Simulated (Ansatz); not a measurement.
Structure: an ordered 8-atom cell of Ga4AsP3 on the zincblende lattice (I-42m), at its r2SCAN minimum. The symmetry is I-42m (No. 121, tetragonal); conventional cell a = 5.504 Å, c = 11.006 Å, 20.84 Å³ an atom. P is surrounded by 4 Ga at 2.37 Å; Ga is surrounded by 3 P at 2.36–2.37 Å and 1 As at 2.43 Å; P is surrounded by 4 Ga at 2.36 Å; As is surrounded by 4 Ga at 2.43 Å.

3 runs of Ansatz 0.2.0 on this cell differ in the functional (and in the settings that go with it). Levels are in eV from each run's valence top; v1 is the last filled band, c1 the first empty one.

Run A, mean stress 0.0 GPa (compression positive):

| point | v5 | v3 | v1 | c1 | c2 | c3 |
| --- | --- | --- | --- | --- | --- | --- |
| Γ | -2.79 | 0.00 | 0.00 | 1.83 | 2.02 | 2.04 |
| X | -1.33 | -1.16 | -1.00 | 1.85 | 1.86 | 3.27 |
| P | -2.20 | -1.36 | -1.06 | 2.80 | 2.80 | 2.80 |
| N | -2.50 | -2.28 | -1.20 | 3.48 | 3.58 | 3.79 |

Run B, mean stress +0.6 GPa (compression positive):

| point | v5 | v3 | v1 | c1 | c2 | c3 |
| --- | --- | --- | --- | --- | --- | --- |
| Γ | -2.92 | 0.00 | 0.00 | 2.19 | 2.44 | 2.48 |
| X | -1.39 | -1.19 | -1.02 | 2.29 | 2.30 | 3.78 |
| P | -2.27 | -1.42 | -1.09 | 3.28 | 3.28 | 3.28 |
| N | -2.61 | -2.36 | -1.23 | 4.01 | 4.09 | 4.29 |

Run C, mean stress +0.4 GPa (compression positive):

| point | v5 | v3 | v1 | c1 | c2 | c3 |
| --- | --- | --- | --- | --- | --- | --- |
| Γ | -2.97 | -0.01 | 0.00 | 2.84 | 3.06 | 3.14 |
| X | -1.41 | -1.22 | -1.04 | 2.92 | 2.94 | 4.45 |
| P | -2.31 | -1.45 | -1.12 | 3.93 | 3.94 | 3.94 |
| N | -2.67 | -2.42 | -1.26 | 4.69 | 4.76 | 4.96 |

Question: Match the runs to r2SCAN, HSE06, PBE0.

Answer: A is r2SCAN, B is HSE06, C is PBE0. In order of the gap: r2SCAN 1.70, HSE06 2.07, PBE0 2.72 eV. The stress vanishes for r2SCAN, which relaxed the cell.

These are computed values for a spin-unpolarised cell that may be hypothetical; none is a measurement.

Spin-orbit coupling is left out.

The program warns that its thresholds are loose for a hybrid's stress.

The meshes of the hybrids are coarse, so their gaps aren't converged to the digits shown.
